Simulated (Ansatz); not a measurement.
**YbAl$_{2}$Ge$_{2}$: reading a single point**

```
Yb Ge Al
1.0
     2.11734    3.66734    0.00000
    -2.11734    3.66734    0.00000
     0.00000    0.00000    7.14917
Yb Ge Al
1 2 2
Direct
  0.00000 0.00000 0.00000
  0.33330 0.33340 0.74154
  0.66670 0.66660 0.25846
  0.33330 0.33340 0.36800
  0.66670 0.66660 0.63200
```

The numbers come from plane-wave PAW DFT (Ansatz): PBEsol, no spin polarisation, 420 eV, 6×6×4 Γ-centred k points, fermi-dirac occupations (width 0.1 eV). Nothing was relaxed.

**Question.** Are the atoms at rest?

**Answer.** Nearly at rest: the largest force is 0.013 eV/Å.

**Question.** What is the formation energy?

**Answer.** -0.40 eV an atom against the elements' usual phases (free molecules for gases, crystals otherwise, with no correction for O₂ or N₂), so it is bound against them; other compounds may still compete. Relaxing would lower it.

**Question.** Metal or insulator?

**Answer.** It is a metal, with about 1 states/eV a cell as the mean within 0.25 eV of the Fermi level, mostly Yb f (42 %), Ge p (25 %) and Yb d (14 %).

**Question.** What does the stress say?

**Answer.** The pressure is -4.5 GPa (compression positive), so with the atoms held at these fractions the cell would first shrink. The principal stresses -6.4, -3.5, -3.5 GPa differ, so its shape would change too.

**Question.** Give the Bader charges.

**Answer.** Bader charges in e: Yb +1.34, Al +1.49, Ge -2.16. In the mean Al gives up most and Ge takes most.

Origin: a database entry at a rescaled volume. Caveats: no spin polarisation, so a magnetic state may lie lower; f levels without a U or exact exchange are poorly placed.
